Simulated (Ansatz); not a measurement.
This cell of CaTiO$_{3}$ (cubic perovskite) is off equilibrium:

```xyz
5
Lattice="3.8245 0.0000 0.0000 0.0000 3.8245 0.0000 0.0000 0.0000 3.9775" Properties=species:S:1:pos:R:3 pbc="T T T"
Ca     0.0000     0.0000     0.0000
Ti     1.9122     1.9122     1.9887
O      0.0000     1.9122     1.9887
O      1.9122     1.9122     0.0000
O      1.9122     0.0000     1.9887
```

The numbers are results of PBEsol (plane waves to 420 eV, PAW, scalar-relativistic; Ansatz, an electronic-structure program), not measurements. k mesh 9×9×9 (Γ-centred), Fermi-Dirac smearing 0.05 eV. E stands for the smeared free energy. Stress and pressure are positive under compression. CaTiO3 is run without spin polarisation. CaTiO3 was relaxed with its symmetry unable to fall. This is a high-temperature form of CaTiO3.

**Question.** Give the stress tensor in GPa and the pressure.

**Answer.** 
```
   -1.4      0.0      0.0
    0.0     -1.4      0.0
    0.0      0.0    -10.1
```
The pressure, a third of the trace, is -4.3 GPa.

**Question.** It is the relaxed cell deformed to V/V₀ = 1.027, (c/a)/(c/a)₀ = 1.040, c along z, fractional positions held. What is its energy relative to the relaxed cell?

**Answer.** 12.9 meV/atom.

(A scan under strain: stresses follow from slopes of the energy per volume, elastic moduli from its curvatures.)
